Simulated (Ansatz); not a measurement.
Two states of LiVO2

```yaml
crystal:
  lattice:
    - [4.52391, 0.00000, 0.00000]
    - [0.00000, 2.77404, 0.00000]
    - [0.00000, 0.00000, 5.68393]
  atoms:
    - { symbol: Li, position: [0.25000, 0.25000, 0.08300] }
    - { symbol: Li, position: [0.75000, 0.75000, 0.91700] }
    - { symbol: V, position: [0.25000, 0.25000, 0.63100] }
    - { symbol: V, position: [0.75000, 0.75000, 0.36900] }
    - { symbol: O, position: [0.75000, 0.25000, 0.14100] }
    - { symbol: O, position: [0.25000, 0.75000, 0.85900] }
    - { symbol: O, position: [0.75000, 0.25000, 0.61200] }
    - { symbol: O, position: [0.25000, 0.75000, 0.38800] }
```

Single point in Ansatz 0.2.0 with r2SCAN. Cutoff 500 eV, PAW datasets, 4×7×3 Γ-centred k mesh, fermi-dirac filling (width 0.0381 eV).

State A: V3 up, V4 down (collinear spin). State B: V3 up, V4 up (collinear spin).

Compare the two self-consistent states.

State A is lower by 21.9 meV an atom at zero smearing.

| state | free energy (meV/atom) | largest moment in a small sphere (μB) | net moment (μB/cell) | gap on mesh (eV) | pressure (GPa) | largest force (eV/Å) |
| --- | --- | --- | --- | --- | --- | --- |
| A | 0.0 | 1.39 | 0.00 | 0.46 | 5.8 | 0.91 |
| B | 21.7 | 1.45 | 4.00 | 0.12 | 7.3 | 0.89 |

Origin: a known structure type with other elements, at an estimated volume, so it need not be a known compound. Caveats: the state breaks the symmetry of the cell; an odd or shifted mesh can miss the band edges, so this level's true gap may be smaller.
